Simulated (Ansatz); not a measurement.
MgSnS₂:
```xyz
4
Lattice="3.8221 0.0000 0.0000 -1.9111 3.3101 0.0000 0.0000 0.0000 6.7121" Properties=species:S:1:pos:R:3 pbc="T T T"
S      1.9111     1.1034     4.8046
Sn     0.0000     0.0000     0.0000
S      0.0000     2.2067     1.9075
Mg     0.0000     0.0000     3.3561
```

r²SCAN+D4 (plane waves, PAW; program Ansatz) gives a gap of 0.42 eV without spin–orbit coupling, maximum at A, minimum at L.

What happens when spin–orbit coupling is switched on?

The gap decreases by 0.02 eV, to 0.40 eV; maximum at A, minimum at L.

Give the electron effective mass with spin–orbit coupling.

0.13, 0.90, 1.2 mₑ (principal values).

Give the hole effective mass with spin–orbit coupling.

0.16, 0.70, 0.70 mₑ (principal values).

Space group P-3m1. A made-up cell: these elements were put on the sites of a structure type; neither database checked (COD, Materials Project) lists it. Its standing as an ambient phase is unchecked. The cell was relaxed with r²SCAN+D4 under the symmetry of its start; whether a distortion lowers the energy is not shown.

Potentials: the later of the program's two PAW sets.
